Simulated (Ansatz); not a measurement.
Here is the system:

Relaxed SiO2 (space group P4_32_12):

```
CELL_PARAMETERS angstrom
      4.94583     0.00000     0.00000
      0.00000     4.94583     0.00000
      0.00000     0.00000     6.87356
ATOMIC_POSITIONS crystal
  Si 0.19586 0.19586 0.00000
  Si 0.30414 0.69586 0.75000
  Si 0.80414 0.80414 0.50000
  Si 0.69586 0.30414 0.25000
  O  0.61285 0.73741 0.68310
  O  0.76259 0.11285 0.43310
  O  0.38715 0.26259 0.18310
  O  0.23741 0.88715 0.93310
  O  0.11285 0.76259 0.56690
  O  0.26259 0.38715 0.81690
  O  0.88715 0.23741 0.06690
  O  0.73741 0.61285 0.31690
```

A phonon eigenvector at Γ is frozen into this cell: atom i moves by Q times the vector below, so Q is the largest atomic displacement, in Å. The cell is held. It is one choice among 2 degenerate patterns.

| atom | x | y | z |
|---|---|---|---|
| Si1 | -0.096 | 0.105 | 0.379 |
| Si2 | -0.096 | -0.105 | 0.379 |
| Si3 | -0.096 | 0.105 | -0.379 |
| Si4 | -0.096 | -0.105 | -0.379 |
| O5 | -0.007 | -0.008 | 0.035 |
| O6 | 0.176 | -0.797 | 0.578 |
| O7 | -0.007 | -0.008 | -0.035 |
| O8 | 0.176 | -0.797 | -0.578 |
| O9 | -0.007 | 0.008 | -0.035 |
| O10 | 0.176 | 0.797 | -0.578 |
| O11 | -0.007 | 0.008 | 0.035 |
| O12 | 0.176 | 0.797 | 0.578 |

The numbers are results of LDA (plane waves to 420 eV, PAW, scalar-relativistic; Ansatz, an electronic-structure program), not measurements. k mesh 6×6×4 (Γ-centred), Fermi-Dirac smearing 0.05 eV. Energies are smeared free energies. SiO2 was relaxed with its symmetry unable to fall. ΔE is measured from the undisplaced structure.

The scan covers Q from -0.100 to 0.100 Å in 13 points.

Is the energy the same for equal positive and negative displacements?

Even: the same for both signs.

Which space group does the distorted structure have?

P2_1 (No. 4), lowered from P4_32_12.

Is this a single well or a double well?

A single well with its minimum at or next to zero displacement.

What is the energy change at Q = 0.100 Å?

2203 meV/cell.

What harmonic wavenumber does the curvature at Q = 0 give?

1190 cm⁻¹.

(For displaced atoms, the force is minus the slope of the energy, and its curvature is a force constant, which sets phonon frequencies.)
